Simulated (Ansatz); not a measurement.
ZnS:
```xyz
16
Lattice="3.8482 0.0000 0.0000 -1.9241 3.3326 0.0000 0.0000 0.0000 25.1622" Properties=species:S:1:pos:R:3 pbc="T T T"
Zn     0.0000     0.0000     0.0008
Zn     0.0000     0.0000    12.5819
Zn     0.0000     2.2217     3.1440
Zn     1.9241     1.1109    15.7250
Zn     0.0000     2.2217     9.4393
Zn     1.9241     1.1109    22.0204
Zn     0.0000     2.2217    18.8726
Zn     1.9241     1.1109     6.2915
S      0.0000     0.0000     2.3583
S      0.0000     0.0000    14.9394
S      0.0000     2.2217     5.5012
S      1.9241     1.1109    18.0823
S      0.0000     2.2217    11.7961
S      1.9241     1.1109    24.3772
S      0.0000     2.2217    21.2340
S      1.9241     1.1109     8.6529
```

Relaxed with PBE. Independent-particle spectrum: no excitons, no local fields, no scissors shift; 0.1 eV broadening; ε₁ of the summed bands alone.

Problem. Tabulate the dielectric function from PBE in the plane-wave PAW code Ansatz.

Solution. 

```tsv
E (eV)	ε₁ xx	ε₂ xx	ε₁ zz	ε₂ zz
0.0	6.20	0.00	6.22	0.00
0.3	6.21	0.00	6.24	0.00
0.6	6.26	0.00	6.29	0.00
0.9	6.35	0.00	6.38	0.00
1.2	6.49	0.00	6.52	0.00
1.5	6.70	0.00	6.72	0.00
1.8	7.03	0.00	7.05	0.00
2.1	7.65	0.37	7.70	0.32
2.4	7.67	0.84	7.74	0.85
2.7	7.78	1.06	7.84	1.10
3.0	8.04	1.26	8.06	1.31
3.3	8.47	1.50	8.45	1.55
3.6	9.17	1.88	9.04	1.89
3.9	10.47	2.81	10.02	2.52
4.2	10.12	6.58	11.83	4.79
4.5	7.68	6.48	9.14	7.73
4.8	7.44	5.73	7.03	7.09
5.1	8.05	5.88	7.58	6.72
5.4	9.33	7.21	8.45	8.19
5.7	10.23	11.78	7.48	11.53
6.0	2.50	14.99	3.00	13.04
6.3	-0.34	10.20	0.53	10.81
6.6	0.14	8.50	0.56	8.50
6.9	0.41	7.20	0.23	7.26
7.2	1.01	7.69	0.64	7.06
7.5	-0.29	9.28	0.53	8.76
7.8	-2.16	8.24	-1.85	8.93
8.1	-3.36	6.35	-3.63	7.20
8.4	-3.04	5.13	-3.46	5.05
8.7	-2.69	4.42	-2.92	4.15
9.0	-2.77	3.65	-2.62	3.66
9.3	-2.33	3.09	-2.44	3.13
9.6	-1.81	2.80	-1.97	2.65
9.9	-1.73	2.87	-1.67	2.59
10.2	-1.66	2.65	-1.41	2.66
10.5	-1.78	2.54	-1.70	2.58
10.8	-1.86	2.18	-1.75	2.21
11.1	-1.66	1.72	-1.62	1.83
11.4	-1.41	1.55	-1.44	1.61
11.7	-1.18	1.49	-1.29	1.51
12.0	-1.17	1.47	-1.22	1.42
```

Problem. From ε at 2.6 eV (xx: 7.73 + 1.00i), find n, k, the normal reflectivity and the absorption coefficient.

Solution. n = 2.79, k = 0.179, R = 22 %, α = 2kE/ħc = 47000 cm⁻¹.

With all bands, ε∞ without local fields is 6.29 (xx = yy), 6.31 (zz).

Space group P6_3mc. The workflow started from an entry of the Crystallography Open Database (COD). Its sites differ from those of the usual phase in this space group: another stacking or structure type. Symmetry was held in the PBE relaxation; whether a distortion lowers the energy is not shown.

Potentials: the later of the program's two PAW sets.
